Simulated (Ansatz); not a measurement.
Ge:
```xyz
8
Lattice="4.0035 0.0000 0.0000 -2.0017 3.4671 0.0000 0.0000 0.0000 13.1454" Properties=species:S:1:pos:R:3 pbc="T T T"
Ge     0.0000     0.0000     5.3476
Ge     0.0000     0.0000     7.7977
Ge     0.0000     0.0000    11.9203
Ge     0.0000     0.0000     1.2250
Ge     0.0000     2.3114     4.5236
Ge     2.0017     1.1557     8.6218
Ge     2.0017     1.1557    11.0963
Ge     0.0000     2.3114     2.0491
```

r²SCAN in the plane-wave PAW code Ansatz gives a gap of 0.27 eV without spin–orbit coupling, maximum at Γ, minimum on the Γ–A line, 9 % of the way from Γ.

**Question.** What happens when spin–orbit coupling is switched on?

**Answer.** The gap shrinks by 0.10 eV, to 0.17 eV; maximum at Γ, minimum on the Γ–A line, 10 % of the way from Γ.

**Question.** Give the electron effective mass with spin–orbit coupling.

**Answer.** 0.071, 0.071, 0.52 mₑ (principal values).

**Question.** Give the hole effective mass with spin–orbit coupling.

**Answer.** 0.023, 0.023, 0.48 mₑ (principal values).

Space group P6_3/mmc. The first step of the workflow began from a Materials Project structure, measured or hypothetical; the Crystallography Open Database copy checked does not list it. It is not the phase usual at ambient conditions (space group No. 227). The r²SCAN relaxation kept the symmetry of its start; phonons on a q-mesh show no instability.

Potentials: the later of the program's two PAW sets.
